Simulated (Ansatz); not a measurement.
**Data sheet: Ge2Sb2Te5 (DFT)**

Ge2Sb2Te5:
```
Ge2Sb2Te5
1.0
    4.21847     0.00000     0.00000
   -2.10923     3.65330     0.00000
    0.00000     0.00000    17.94617
Ge Sb Te
2 2 5
Cartesian
  0.00000   0.00000   5.99768
  0.00000   0.00000  11.94849
  0.00000   2.43553   2.01321
  2.10923   1.21777  15.93296
  0.00000   0.00000   0.00000
  0.00000   2.43553  14.20030
  2.10923   1.21777   3.74587
  0.00000   2.43553   7.39924
  2.10923   1.21777  10.54692
```

Space group P-3m1 (No. 164); conventional cell a = 4.218 Å, b = 4.218 Å, c = 17.946 Å, α = 90.00°, β = 90.00°, γ = 120.00°.

Method: the program Ansatz at the r²SCAN+D4 level (PAW). The cell and atoms are relaxed at this level. Other levels are named where they apply.

**Cell and energy**

- Volume per atom = 30.73 Å³
- Density = 6.16 g/cm³
- Formation energy from the elements (no fitted shifts) = -0.075 eV/atom

**Electronic structure**

- Electronic character = no gap, with almost no states at the Fermi level (zero-gap or semimetallic)
- Density of states at the Fermi level = 0.02 states/eV per atom (mean over ±0.08 eV)

**Mechanics**

- Elastic constants (relaxed ions, GPa) = C11 = 73.3, C12 = 23.0, C13 = 15.9, C14 = -10.0, C33 = 27.0, C44 = 20.2
- Mechanical stability = stable (all eigenvalues of C positive)
- Hill bulk and shear moduli = 27.8 and 18.5 GPa
- Young's modulus = 45.5 GPa
- Poisson's ratio = 0.23
- Debye temperature from the elastic constants = 183 K

**Phonons**

- Highest zone-centre frequency: 189 cm^-1
- Zone-centre stability: no imaginary mode at Γ

The r²SCAN+D4 relaxation kept the symmetry of its start. A small band overlap can be real or an error of a semilocal functional. As this level gives no gap, shear constants depend on the k-mesh and smearing (Fermi–Dirac, 0.1 eV here). As this level gives no gap, phonon frequencies hold no LO–TO term and depend on the k-mesh and smearing (Fermi–Dirac, 0.1 eV here). The references are the lowest solids computed at this level, not always the standard phases. Spin–orbit coupling is left out wherever it is not named.

Potentials: the later of the program's two PAW sets.
